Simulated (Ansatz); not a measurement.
SrVO3:
```
CELL_PARAMETERS angstrom
      3.80940     0.00000     0.00000
      0.00000     3.80940     0.00000
      0.00000     0.00000     3.80940
ATOMIC_POSITIONS crystal
  Sr 0.00000 0.00000 0.00000
  V  0.50000 0.50000 0.50000
  O  0.00000 0.50000 0.50000
  O  0.50000 0.50000 0.00000
  O  0.50000 0.00000 0.50000
```

Relaxed with PBEsol. Special points in fractions of this cell's reciprocal vectors: Γ (0.000, 0.000, 0.000); X (0.000, 0.500, 0.000); M (0.500, 0.500, 0.000); R (0.500, 0.500, 0.500).

Problem. List the band energies nearest the Fermi level at these points for DFT-PBEsol with spin–orbit coupling in the program Ansatz with PAW potentials.

Solution. In eV from the Fermi level; about four levels below and three above (degenerate sets whole), none deeper than 8.9 eV; points with the same levels are listed once.

```
k                                below                above
-  -----------------------------------  -------------------
Γ  -1.19 -1.19 -1.19 -1.19 -1.15 -1.15  1.23 1.23 1.23 1.23
X              -3.09 -3.09 -1.04 -1.04  0.85 0.85 0.89 0.89
M              -3.88 -3.88 -2.36 -2.36  0.84 0.84 0.86 0.86
R              -2.26 -2.26 -2.26 -2.26  1.46 1.46 1.46 1.46
```

Space group Pm-3m (cubic perovskite). Symmetry was held in the PBEsol relaxation. The workflow began spin-polarised and lost its moments. No Hubbard U is applied. The compound may be a true metal, but semilocal functionals without U, or a wrong spin order, can also close a gap.

Potentials: the later of the program's two PAW sets.
